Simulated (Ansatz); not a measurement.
A: MgO (rock salt), a = 4.2544 Å, b = 4.2544 Å, c = 4.2544 Å, α = 90.00°, β = 90.00°, γ = 90.00°
B: HfN (rock salt), a = b = c = 4.548 Å, α = β = γ = 90.00°
C: Cu2O (cuprite type, space group Pn-3m), a = b = c = 4.299 Å, α = β = γ = 90.00°

Scan: energy against volume (even scaling of the relaxed cell, symmetry kept). All come from one method, each on a k mesh of its own. All were relaxed with their symmetry unable to fall. Cu2O is run without spin polarisation. HfN is run without spin polarisation. Spin-orbit coupling is left out. The PAW data are Ansatz's earlier set.

**Question.** Order them by bulk modulus (fitted) (highest first) at the level PBE (plane waves to 420 eV, PAW, scalar-relativistic; Ansatz, an electronic-structure program).

**Answer.** B (263 GPa), A (149 GPa), C (111 GPa)

(A scan under strain: stresses follow from slopes of the energy per volume, elastic moduli from its curvatures.)
